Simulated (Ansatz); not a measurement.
Starting structure, 1 CH3F a cell, flat, over a bridge C-C site (C, Fd-3m (No. 227), (1 1 0) face):

```
CELL_PARAMETERS angstrom
5.03020 0.00000 0.00000
0.00000 7.11378 0.00000
0.00000 0.00000 26.04075
ATOMIC_POSITIONS crystal
C 0.25000 0.50000 0.30721
C 0.25000 0.00000 0.30721
C 0.75000 0.50000 0.30721
C 0.75000 0.00000 0.30721
C 0.50000 0.62500 0.30721
C 0.50000 0.12500 0.30721
C 0.00000 0.62500 0.30721
C 0.00000 0.12500 0.30721
C 0.50000 0.75000 0.35550
C 0.50000 0.25000 0.35550
C 0.00000 0.75000 0.35550
C 0.00000 0.25000 0.35550
C 0.75000 0.87500 0.35550
C 0.75000 0.37500 0.35550
C 0.25000 0.87500 0.35550
C 0.25000 0.37500 0.35550
C 0.75000 0.00000 0.40379
C 0.75000 0.50000 0.40379
C 0.25000 0.00000 0.40379
C 0.25000 0.50000 0.40379
C 0.00000 0.12500 0.40379
C 0.00000 0.62500 0.40379
C 0.50000 0.12500 0.40379
C 0.50000 0.62500 0.40379
C 0.00000 0.25056 0.45183
C 0.00000 0.75056 0.45183
C 0.50000 0.25056 0.45183
C 0.50000 0.75056 0.45183
C 0.25000 0.37444 0.45183
C 0.25000 0.87444 0.45183
C 0.75000 0.37444 0.45183
C 0.75000 0.87444 0.45183
C 0.25000 0.50462 0.50163
C 0.25000 0.00462 0.50163
C 0.75000 0.50462 0.50163
C 0.75000 0.00462 0.50163
C 0.50000 0.62038 0.50163
C 0.50000 0.12038 0.50163
C 0.00000 0.62038 0.50163
C 0.00000 0.12038 0.50163
C 0.50000 0.76467 0.54253
C 0.50000 0.26467 0.54253
C 0.00000 0.76467 0.54253
C 0.00000 0.26467 0.54253
C 0.75000 0.86033 0.54253
C 0.75000 0.36033 0.54253
C 0.25000 0.86033 0.54253
C 0.25000 0.36033 0.54253
C 0.92634 0.70274 0.66597
F 0.19804 0.67431 0.66597
H 0.87500 0.81250 0.63738
H 0.82418 0.56961 0.65584
H 0.86170 0.74893 0.70470
```

Method: Ansatz, DFT PBE+D3(BJ), scalar-relativistic, plane waves, PAW. Plane waves to 420 eV, a k mesh through Γ of 3×2×1 on the computed 53-atom cell and Gaussian smearing (0.05 eV); no spin polarisation. A dipole correction removes the field between periodic images along c.

Atoms 1, 2, 3, 4, 5, 6, 7, 8, 9, 10, 11, 12, 13, 14, 15, 16, 17, 18, 19, 20, 21, 22, 23, 24 (counted from 1) are held. The cell is fixed. Force threshold 0.04 eV/Å.

Task: Where does it end?

Result: The energy falls by 0.076 eV in 16 steps, to:

```xyz
53
Lattice="5.0302 0.0000 0.0000 0.0000 7.1138 0.0000 0.0000 0.0000 26.0407" Properties=species:S:1:pos:R:3 pbc="T T T"
C     1.2575    3.5569    8.0000
C     1.2575    0.0000    8.0000
C     3.7726    3.5569    8.0000
C     3.7726    0.0000    8.0000
C     2.5151    4.4461    8.0000
C     2.5151    0.8892    8.0000
C     0.0000    4.4461    8.0000
C     0.0000    0.8892    8.0000
C     2.5151    5.3353    9.2575
C     2.5151    1.7784    9.2575
C     0.0000    5.3353    9.2575
C     0.0000    1.7784    9.2575
C     3.7726    6.2246    9.2575
C     3.7726    2.6677    9.2575
C     1.2575    6.2246    9.2575
C     1.2575    2.6677    9.2575
C     3.7726    0.0000   10.5151
C     3.7726    3.5569   10.5151
C     1.2575    0.0000   10.5151
C     1.2575    3.5569   10.5151
C     0.0000    0.8892   10.5151
C     0.0000    4.4461   10.5151
C     2.5151    0.8892   10.5151
C     2.5151    4.4461   10.5151
C     0.0000    1.7825   11.7660
C     0.0000    5.3394   11.7659
C     2.5151    1.7825   11.7661
C     2.5152    5.3392   11.7664
C     1.2576    2.6636   11.7658
C     1.2576    6.2204   11.7657
C     3.7727    2.6639   11.7669
C     3.7726    6.2207   11.7662
C     1.2577    3.5902   13.0642
C     1.2576    0.0326   13.0619
C     3.7727    3.5893   13.0636
C     3.7726    0.0332   13.0622
C     2.5154    4.4135   13.0640
C     2.5149    0.8565   13.0620
C    -0.0001    4.4132   13.0638
C     0.0002    0.8564   13.0619
C     2.5155    5.4410   14.1283
C     2.5152    1.8815   14.1286
C     0.0001    5.4420   14.1251
C    -0.0002    1.8815   14.1282
C     3.7725    6.1221   14.1293
C     3.7726    2.5631   14.1318
C     1.2579    6.1215   14.1285
C     1.2576    2.5610   14.1243
C     4.5143    4.2241   17.3308
F     5.8824    4.0116   17.1041
H     4.3074    5.2996   17.2525
H     3.9412    3.6765   16.5691
H     4.2633    3.8544   18.3342
```

The end is the local minimum or symmetric point that this start leads to. The slab is only 6.3 Å thick, so the energy isn't converged with thickness.

Spin polarisation was left out, and a magnetic state may lie lower.

Cost: 1 run of about 22 core-minutes, on Intel Xeon Processor @ 2.70GHz (shared hosts).